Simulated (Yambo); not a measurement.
G0W0@PBEsol for K2Pt (space group Fm-3m, No. 225) in Yambo. Reference settings: 2×2×2 Γ-centred k mesh, bands 9 to 310 and a 7 Ry block in the screening, 310 bands in G with the Bruneval-Gonze terminator, plasmon pole fitted at 27.2 eV. The PBEsol gap X → L on this mesh is 0.97 eV; G0W0 gaps are taken between the same points.

The settings were changed. The gap went from 1.77 eV to 1.74 eV, and the shift of the valence edge from -0.63 eV to -0.47 eV.

Name the change that produced these shifts.
A. 1 Ry block
B. 114 bands in G
C. 142 bands in W
D. 200 bands in G, no terminator

C, 142 bands in W. The others gave (gap, valence shift): 200 bands in G, no terminator: 1.55, -0.30 eV; 1 Ry block: 1.63, -0.52 eV; 114 bands in G: 1.74, -0.56 eV.

Spin-orbit coupling is included.

Geometry relaxed with PBEsol; primitive cell a = 5.284 Å, b = 5.284 Å, c = 5.284 Å, α = 60.00°, β = 60.00°, γ = 60.00°.

The structure is a Materials Project entry; no match was found in the copy of COD used, and its stability was not checked.

A shift is the quasiparticle energy of the state minus its PBEsol energy.
